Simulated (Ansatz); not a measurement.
# Energy against volume for ZrC (rock salt)

ZrC (rock salt)

Space group Fm-3m (No. 225); a = 4.669 Å, b = 4.669 Å, c = 4.669 Å, α = 90.00°, β = 90.00°, γ = 90.00°

```
atom  site  symmetry       x       y       z
----  ----  --------  ------  ------  ------
C       4a      m-3m  0.0000  0.0000  0.0000
Zr      4b      m-3m  0.5000  0.5000  0.5000
```
(The calculation used a cell of 2 atoms; values per cell refer to that cell.)

Equation-of-state scan: isotropic scaling of the cell above, V₀ being its volume. Symmetry pins the atoms to their sites.

The numbers are results of PBEsol (plane waves to 420 eV, PAW, scalar-relativistic; Ansatz, a first-principles code), not measurements. k mesh 17×17×17 (Γ-centred), Fermi-Dirac smearing 0.05 eV. The energy includes the smearing's −TS. Stress and pressure are positive under compression. ZrC is run without spin polarisation. ZrC was relaxed with its symmetry unable to fall. ΔE is measured from the relaxed starting cell.

```csv
V (Å³/atom),ΔE (meV/atom),P (GPa)
11.959,37,16.5
12.086,26,13.4
12.213,16,10.5
12.341,9,7.6
12.468,4,5.0
12.595,1,2.4
12.722,0,0.0
12.849,1,-2.3
12.977,4,-4.5
13.104,8,-6.6
13.231,14,-8.5
13.358,22,-10.4
13.486,31,-12.2
```

Key numbers:

Pressure at the smallest volume: 16.5 GPa
Energy cost of the largest compression: 37 meV/atom
Energy cost of the largest expansion: 31 meV/atom
Bulk modulus B₀ (third-order Birch-Murnaghan fit): 236 GPa
Pressure derivative B₀′ (fit): 4.0
Equilibrium volume of the fit: 12.72 Å³/atom
Pressure for 5 % compression (fit): 13.4 GPa

(Under strain, the slope of the energy per volume gives the stress and its curvature an elastic modulus.)
